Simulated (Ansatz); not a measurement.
HfC:
Space group P-6m2 (No. 187); a = b = 3.201 Å, c = 2.888 Å, α = β = 90.00°, γ = 120.00°

| atom | site | symmetry | x | y | z |
|---|---|---|---|---|---|
| Hf | 1a | -6m2 | 0.0000 | 0.0000 | 0.0000 |
| C | 1d | -6m2 | 0.3333 | 0.6667 | 0.5000 |

Relaxed with PBEsol.

Q: Which orbitals make up the states near the Fermi level in DFT-PBEsol in the program Ansatz with PAW potentials?

A: Within 0.5 eV of the Fermi level: C 2p 56 %, Hf 5d 40 %. Projections are on Löwdin-orthogonalised atomic valence shells; empty p or d shells of many metals are not among them.

Q: Tabulate the density of states.

A: States/eV per cell of 2 atoms, in 0.25 eV bins, energy from the Fermi level.

| E (eV) | total | Hf 5d | C 2p | Hf 6s |
|---|---|---|---|---|
| -7.85 | 0.00 | 0.00 | 0.00 | 0.00 |
| -7.60 | 0.00 | 0.00 | 0.00 | 0.00 |
| -7.35 | 0.00 | 0.00 | 0.00 | 0.00 |
| -7.10 | 0.00 | 0.00 | 0.00 | 0.00 |
| -6.85 | 0.00 | 0.00 | 0.00 | 0.00 |
| -6.60 | 0.00 | 0.00 | 0.00 | 0.00 |
| -6.35 | 0.00 | 0.00 | 0.00 | 0.00 |
| -6.10 | 0.01 | 0.00 | 0.00 | 0.00 |
| -5.85 | 0.03 | 0.01 | 0.01 | 0.00 |
| -5.60 | 0.05 | 0.01 | 0.02 | 0.01 |
| -5.35 | 0.07 | 0.02 | 0.03 | 0.01 |
| -5.10 | 0.09 | 0.03 | 0.05 | 0.01 |
| -4.85 | 0.30 | 0.08 | 0.15 | 0.03 |
| -4.60 | 0.83 | 0.28 | 0.41 | 0.07 |
| -4.35 | 1.44 | 0.56 | 0.69 | 0.11 |
| -4.10 | 2.03 | 0.83 | 0.99 | 0.12 |
| -3.85 | 1.29 | 0.52 | 0.63 | 0.07 |
| -3.60 | 0.75 | 0.30 | 0.37 | 0.04 |
| -3.35 | 0.74 | 0.29 | 0.37 | 0.03 |
| -3.10 | 0.64 | 0.25 | 0.32 | 0.02 |
| -2.85 | 0.70 | 0.27 | 0.36 | 0.02 |
| -2.60 | 0.84 | 0.32 | 0.45 | 0.03 |
| -2.35 | 0.93 | 0.35 | 0.51 | 0.03 |
| -2.10 | 1.09 | 0.39 | 0.61 | 0.03 |
| -1.85 | 1.30 | 0.45 | 0.74 | 0.04 |
| -1.60 | 1.46 | 0.55 | 0.81 | 0.03 |
| -1.35 | 1.94 | 0.74 | 1.09 | 0.04 |
| -1.10 | 2.34 | 0.92 | 1.30 | 0.04 |
| -0.85 | 2.64 | 1.03 | 1.49 | 0.03 |
| -0.60 | 1.45 | 0.55 | 0.84 | 0.02 |
| -0.35 | 0.88 | 0.30 | 0.54 | 0.01 |
| -0.10 | 0.19 | 0.05 | 0.12 | 0.00 |
| 0.15 | 0.28 | 0.13 | 0.14 | 0.00 |
| 0.40 | 0.58 | 0.30 | 0.26 | 0.01 |
| 0.65 | 0.99 | 0.68 | 0.24 | 0.04 |
| 0.90 | 1.48 | 1.10 | 0.26 | 0.06 |
| 1.15 | 1.86 | 1.42 | 0.28 | 0.06 |
| 1.40 | 1.54 | 1.17 | 0.23 | 0.04 |
| 1.65 | 0.87 | 0.60 | 0.18 | 0.02 |
| 1.90 | 0.21 | 0.16 | 0.04 | 0.00 |
| 2.15 | 0.14 | 0.11 | 0.02 | 0.00 |
| 2.40 | 0.14 | 0.13 | 0.01 | 0.00 |
| 2.65 | 0.15 | 0.15 | 0.00 | 0.00 |
| 2.90 | 0.17 | 0.17 | 0.00 | 0.00 |
| 3.15 | 0.21 | 0.20 | 0.00 | 0.00 |
| 3.40 | 0.26 | 0.24 | 0.01 | 0.00 |
| 3.65 | 0.37 | 0.32 | 0.03 | 0.01 |
| 3.90 | 0.52 | 0.43 | 0.05 | 0.01 |
| 4.15 | 0.75 | 0.59 | 0.09 | 0.02 |
| 4.40 | 0.81 | 0.64 | 0.11 | 0.02 |
| 4.65 | 0.87 | 0.67 | 0.12 | 0.02 |

The start of the workflow was typed in or built on a structure type; neither database checked (COD, Materials Project) lists it. It is not the phase usual at ambient conditions (space group No. 225). The cell was relaxed with PBEsol under the symmetry of its start. At this level the phase is mechanically unstable. The run is not spin-polarised. Spin–orbit coupling is left out wherever it is not named.

Potentials: the later of the program's two PAW sets.
